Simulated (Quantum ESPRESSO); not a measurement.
Sn6NbSc, one run as intended and one with a planted mistake

Computed values, not a measurement. The program is pw.x of Quantum ESPRESSO 7.5 (plane-wave density functional theory). The cell is made up: eight metal atoms on a face-centred cubic lattice, with elements, volume, strain and displacements drawn at random and not relaxed, so it may be unstable or far from any real phase. PseudoDojo standard norm-conserving files set the functional (PBE unless stated); there is no spin polarisation or spin-orbit coupling, the Fermi-Dirac width of 0.25 eV means electrons at about 2900 K, and the masses in the input are unused placeholders. The tin pseudopotential is less sure than most, with forces differing by about three percent from a second method on plain tin. A spin test at this wide smearing found no moment, but such smearing suppresses magnetism that the real alloy may have.

Intended input:

```
&control calculation='scf', pseudo_dir='./dojo.nc.sr.pbe.v0_5.standard.upf', outdir='./o', disk_io='minimal', tprnfor=.true., tstress=.true. /
&system ibrav=0, nat=8, ntyp=3, nbnd=66, ecutwfc=87.97787729, nosym=.true., tot_charge=0,
 occupations='smearing', smearing='fd', degauss=0.0183746611
/
&electrons conv_thr=1.470e-08, electron_maxstep=70, mixing_beta=0.5 /
ATOMIC_SPECIES
Nb 1.0 Nb.upf
Sc 1.0 Sc.upf
Sn 1.0 Sn.upf
CELL_PARAMETERS angstrom
-2.2069 -4.5137 -2.2209
-4.6553 2.3521 2.2721
-0.0611 4.6089 -4.5713
ATOMIC_POSITIONS angstrom
Sn -0.0444 0.0107 -0.0176
Sn -0.0393 2.3231 -2.2852
Sn -2.3825 2.287 -0.0628
Sn -2.3953 4.6258 -2.2861
Nb -2.2556 0.0478 -2.2514
Sn -2.3037 2.4027 -4.5325
Sc -4.5804 0.1047 0.0327
Sn -4.5966 2.3091 -2.2345
K_POINTS automatic
5 4 4 1 1 1
```

The log is shortened where brackets say so; the opening notice, blank lines, dates and the lines on written files are dropped, and the path of the files is cut. It prints rydbergs, bohrs and kilobars, and counts compression as positive stress. Its total energy is the free energy E - TS of the whole cell.

Log of the intended run:

```
     Program PWSCF v.7.5
     Parallel version (MPI & OpenMP), running on       4 processor cores
     Number of MPI processes:                 4
     Threads/MPI process:                     1
     [start-up lines left out]
     bravais-lattice index     =            0
     lattice parameter (alat)  =      10.3808  a.u.
     unit-cell volume          =    1287.9399 (a.u.)^3
     number of atoms/cell      =            8
     number of atomic types    =            3
     number of electrons       =       108.00
     number of Kohn-Sham states=           66
     kinetic-energy cutoff     =      87.9779  Ry
     charge density cutoff     =     351.9115  Ry
     scf convergence threshold =      1.5E-08
     mixing beta               =       0.5000
     number of iterations used =            8  plain     mixing
     Exchange-correlation= PBE
                           (   1   4   3   4   0   0   0)
     [axes and pseudopotential details left out]
   Cartesian axes
     site n.     atom                  positions (alat units)
         1        Sn     tau(   1) = (  -0.0080826   0.0019478  -0.0032039  )
         2        Sn     tau(   2) = (  -0.0071542   0.4228974  -0.4159980  )
         3        Sn     tau(   3) = (  -0.4337105   0.4163257  -0.0114321  )
         4        Sn     tau(   4) = (  -0.4360406   0.8420811  -0.4161619  )
         5        Nb     tau(   5) = (  -0.4106096   0.0087015  -0.4098451  )
         6        Sn     tau(   6) = (  -0.4193658   0.4373877  -0.8250967  )
         7        Sc     tau(   7) = (  -0.8338165   0.0190596   0.0059527  )
         8        Sn     tau(   8) = (  -0.8367655   0.4203488  -0.4067686  )
     number of k points=    40  Fermi-Dirac smearing, width (Ry)=  0.0184
                       cart. coord. in units 2pi/alat
        k(    1) = (  -0.1902562   0.0293955  -0.1180313), wk =   0.0500000
        k(    2) = (  -0.2264636   0.1398731  -0.3065840), wk =   0.0500000
     [further k points left out]
     Dense  grid:   143543 G-vectors     FFT dimensions: (  64,  72,  75)
     Estimated max dynamical RAM per process >     408.20 MB
     Estimated total dynamical RAM >       1.49 GB
     Initial potential from superposition of free atoms
     starting charge     107.9858, renormalised to     108.0000
     Starting wfcs are   74 randomized atomic wfcs
     total cpu time spent up to now is        9.3 secs
     per-process dynamical memory:   302.5 Mb
     Self-consistent Calculation
     iteration #  1     ecut=    87.98 Ry     beta= 0.50
     Davidson diagonalization with overlap
     ethr =  1.00E-02,  avg # of iterations =  2.2
     Threshold (ethr) on eigenvalues was too large:
     Diagonalizing with lowered threshold
     Davidson diagonalization with overlap
     ethr =  5.92E-04,  avg # of iterations =  3.5
     total cpu time spent up to now is       47.3 secs
     total energy              =   -1166.73024722 Ry
     estimated scf accuracy    <       0.66549267 Ry
     iteration #  2     ecut=    87.98 Ry     beta= 0.50
     Davidson diagonalization with overlap
     ethr =  6.16E-04,  avg # of iterations =  6.8
     total cpu time spent up to now is       70.8 secs
     total energy              =   -1166.35455815 Ry
     estimated scf accuracy    <       8.80204393 Ry
     [iterations 3 to 10 left out]
     iteration # 11     ecut=    87.98 Ry     beta= 0.50
     Davidson diagonalization with overlap
     ethr =  9.28E-10,  avg # of iterations =  2.7
     total cpu time spent up to now is      263.0 secs
     total energy              =   -1167.08378306 Ry
     estimated scf accuracy    <       0.00000006 Ry
     iteration # 12     ecut=    87.98 Ry     beta= 0.50
     Davidson diagonalization with overlap
     ethr =  5.72E-11,  avg # of iterations =  5.0
     total cpu time spent up to now is      284.6 secs
     End of self-consistent calculation
     [lines on levels left out]
!    total energy              =   -1167.08378306 Ry
     estimated scf accuracy    <       0.00000001 Ry
     smearing contrib. (-TS)   =      -0.09178063 Ry
     internal energy E=F+TS    =   -1166.99200244 Ry
     The total energy is F=E-TS. E is the sum of the following terms:
     one-electron contribution =    -312.35995719 Ry
     hartree contribution      =     227.73115112 Ry
     xc contribution           =    -307.02815826 Ry
     ewald contribution        =    -775.33503810 Ry
     convergence has been achieved in  12 iterations
     Forces acting on atoms (cartesian axes, Ry/au):
     atom    1 type  3   force =     0.00569254    0.00336392   -0.02471534
     atom    2 type  3   force =    -0.01669637   -0.00181796    0.02840312
     atom    3 type  3   force =     0.01912803    0.00872726    0.00504861
     atom    4 type  3   force =     0.01139790    0.00419683    0.01111717
     atom    5 type  1   force =    -0.00956279    0.00627038   -0.00855075
     atom    6 type  3   force =    -0.00338426   -0.00188059   -0.01575181
     atom    7 type  2   force =     0.00072683   -0.01564190   -0.00324065
     atom    8 type  3   force =    -0.00730187   -0.00321794    0.00768965
     Total force =     0.057685     Total SCF correction =     0.000445
     Computing stress (Cartesian axis) and pressure
          total   stress  (Ry/bohr**3)                   (kbar)     P=       11.74
   0.00014733   0.00005168  -0.00000109           21.67        7.60       -0.16
   0.00005168   0.00002387   0.00008519            7.60        3.51       12.53
  -0.00000109   0.00008519   0.00006832           -0.16       12.53       10.05
     init_run     :      8.19s CPU      8.49s WALL (       1 calls)
     electrons    :    272.23s CPU    275.25s WALL (       1 calls)
     forces       :      2.28s CPU      2.31s WALL (       1 calls)
     stress       :      6.75s CPU      6.90s WALL (       1 calls)
     [timing details left out]
     PWSCF        :   4m50.28s CPU   4m53.81s WALL
     JOB DONE.
```

A second run has one planted mistake: one coordinate of one atom is wrong. The input lines that differ:

```
- Nb -2.2556 0.0478 -2.2514
+ Nb -2.2556 0.0478 -2.1914
```

Its log:

```
     Program PWSCF v.7.5
     Parallel version (MPI & OpenMP), running on       4 processor cores
     Number of MPI processes:                 4
     Threads/MPI process:                     1
     [start-up lines left out]
     bravais-lattice index     =            0
     lattice parameter (alat)  =      10.3808  a.u.
     unit-cell volume          =    1287.9399 (a.u.)^3
     number of atoms/cell      =            8
     number of atomic types    =            3
     number of electrons       =       108.00
     number of Kohn-Sham states=           66
     kinetic-energy cutoff     =      87.9779  Ry
     charge density cutoff     =     351.9115  Ry
     scf convergence threshold =      1.5E-08
     mixing beta               =       0.5000
     number of iterations used =            8  plain     mixing
     Exchange-correlation= PBE
                           (   1   4   3   4   0   0   0)
     [axes and pseudopotential details left out]
   Cartesian axes
     site n.     atom                  positions (alat units)
         1        Sn     tau(   1) = (  -0.0080826   0.0019478  -0.0032039  )
         2        Sn     tau(   2) = (  -0.0071542   0.4228974  -0.4159980  )
         3        Sn     tau(   3) = (  -0.4337105   0.4163257  -0.0114321  )
         4        Sn     tau(   4) = (  -0.4360406   0.8420811  -0.4161619  )
         5        Nb     tau(   5) = (  -0.4106096   0.0087015  -0.3989227  )
         6        Sn     tau(   6) = (  -0.4193658   0.4373877  -0.8250967  )
         7        Sc     tau(   7) = (  -0.8338165   0.0190596   0.0059527  )
         8        Sn     tau(   8) = (  -0.8367655   0.4203488  -0.4067686  )
     number of k points=    40  Fermi-Dirac smearing, width (Ry)=  0.0184
                       cart. coord. in units 2pi/alat
        k(    1) = (  -0.1902562   0.0293955  -0.1180313), wk =   0.0500000
        k(    2) = (  -0.2264636   0.1398731  -0.3065840), wk =   0.0500000
     [further k points left out]
     Dense  grid:   143543 G-vectors     FFT dimensions: (  64,  72,  75)
     Estimated max dynamical RAM per process >     408.20 MB
     Estimated total dynamical RAM >       1.49 GB
     Initial potential from superposition of free atoms
     starting charge     107.9858, renormalised to     108.0000
     Starting wfcs are   74 randomized atomic wfcs
     total cpu time spent up to now is        8.6 secs
     per-process dynamical memory:   302.5 Mb
     Self-consistent Calculation
     iteration #  1     ecut=    87.98 Ry     beta= 0.50
     Davidson diagonalization with overlap
     ethr =  1.00E-02,  avg # of iterations =  2.2
     Threshold (ethr) on eigenvalues was too large:
     Diagonalizing with lowered threshold
     Davidson diagonalization with overlap
     ethr =  5.92E-04,  avg # of iterations =  3.4
     total cpu time spent up to now is       46.1 secs
     total energy              =   -1166.72950598 Ry
     estimated scf accuracy    <       0.66552993 Ry
     iteration #  2     ecut=    87.98 Ry     beta= 0.50
     Davidson diagonalization with overlap
     ethr =  6.16E-04,  avg # of iterations =  7.0
     total cpu time spent up to now is       69.1 secs
     total energy              =   -1166.36389945 Ry
     estimated scf accuracy    <       8.59359314 Ry
     [iterations 3 to 10 left out]
     iteration # 11     ecut=    87.98 Ry     beta= 0.50
     Davidson diagonalization with overlap
     ethr =  1.04E-09,  avg # of iterations =  2.6
     total cpu time spent up to now is      249.2 secs
     total energy              =   -1167.08250534 Ry
     estimated scf accuracy    <       0.00000005 Ry
     iteration # 12     ecut=    87.98 Ry     beta= 0.50
     Davidson diagonalization with overlap
     ethr =  4.89E-11,  avg # of iterations =  5.3
     total cpu time spent up to now is      268.1 secs
     End of self-consistent calculation
     [lines on levels left out]
!    total energy              =   -1167.08250535 Ry
     estimated scf accuracy    <       0.00000001 Ry
     smearing contrib. (-TS)   =      -0.09174332 Ry
     internal energy E=F+TS    =   -1166.99076202 Ry
     The total energy is F=E-TS. E is the sum of the following terms:
     one-electron contribution =    -312.47336482 Ry
     hartree contribution      =     227.79155722 Ry
     xc contribution           =    -307.03153522 Ry
     ewald contribution        =    -775.27741920 Ry
     convergence has been achieved in  12 iterations
     Forces acting on atoms (cartesian axes, Ry/au):
     atom    1 type  3   force =     0.00697720    0.00362142   -0.02340358
     atom    2 type  3   force =    -0.01657527   -0.00068486    0.02879214
     atom    3 type  3   force =     0.01909304    0.01022319    0.00630084
     atom    4 type  3   force =     0.01193128    0.00414654    0.01181114
     atom    5 type  1   force =    -0.00940268    0.00500193   -0.01401323
     atom    6 type  3   force =    -0.00394787   -0.00281732   -0.01463810
     atom    7 type  2   force =    -0.00056707   -0.01624737   -0.00300355
     atom    8 type  3   force =    -0.00750863   -0.00324353    0.00815434
     Total force =     0.058956     Total SCF correction =     0.000470
     Computing stress (Cartesian axis) and pressure
          total   stress  (Ry/bohr**3)                   (kbar)     P=       12.63
   0.00015714   0.00005191   0.00000349           23.12        7.64        0.51
   0.00005191   0.00002859   0.00008818            7.64        4.21       12.97
   0.00000349   0.00008818   0.00007181            0.51       12.97       10.56
     init_run     :      7.74s CPU      8.06s WALL (       1 calls)
     electrons    :    254.46s CPU    259.51s WALL (       1 calls)
     forces       :      1.98s CPU      2.01s WALL (       1 calls)
     stress       :      6.41s CPU      6.60s WALL (       1 calls)
     [timing details left out]
     PWSCF        :   4m31.16s CPU   4m36.79s WALL
     JOB DONE.
```

```
                                            intended run  run with the mistake
                          free energy (eV)    -15878.984            -15878.966
         entropy term -TS, part of it (eV)        -1.249                -1.248
                            pressure (GPa)          1.17                  1.26
size of the largest force component (eV/Å)         0.730                 0.740
largest change of a force component (eV/Å)                               0.140
                                iterations            12                    12
```

For scale, a rerun of the intended cell at a higher cutoff and on a denser mesh moved values by no more than 0.011 eV in energy, 0.08 GPa in stress and 0.017 eV/Å in force, and a second program with other atomic files agreed on that cell to 2 % rms in force and 0.5 GPa in pressure.